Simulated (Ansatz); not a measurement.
BaTiO3:
```cif
data_BaO3Ti
_chemical_formula_sum 'Ba1 Ti1 O3'
_space_group_name_H-M_alt 'Pm-3m'
_space_group_IT_number 221
_space_group_name_Hall '-P 4 2 3'
_cell_length_a 3.99407
_cell_length_b 3.99407
_cell_length_c 3.99407
_cell_angle_alpha 90.000
_cell_angle_beta 90.000
_cell_angle_gamma 90.000
loop_
_atom_site_label
_atom_site_type_symbol
_atom_site_symmetry_multiplicity
_atom_site_Wyckoff_symbol
_atom_site_fract_x
_atom_site_fract_y
_atom_site_fract_z
_atom_site_occupancy
Ba1 Ba 1 a 0.00000 0.00000 0.00000 1
Ti1 Ti 1 b 0.50000 0.50000 0.50000 1
O1 O 3 c 0.00000 0.50000 0.50000 1
```

Relaxed with r²SCAN.

Problem. Decompose the optical modes at the zone centre into irreducible representations, and say which are infrared and Raman allowed.

Solution. Point group m-3m: Γ_opt = 3T1u + T2u. Infrared: T1u. Raman: none.

Problem. Assign frequencies (DFPT, DFT-r²SCAN in the program Ansatz with PAW potentials; without the LO–TO term).

Solution. T1u 227i, T1u 180, T2u 299, T1u 473 cm⁻¹.

This is a known high-temperature phase of the composition, computed here at zero pressure and temperature. Symmetry was held in the r²SCAN relaxation. At this level the phase is dynamically unstable (imaginary phonons). No spin polarisation was allowed. Scalar-relativistic: spin–orbit coupling is off unless named, which matters more the heavier the elements.

Potentials: the later of the program's two PAW sets.
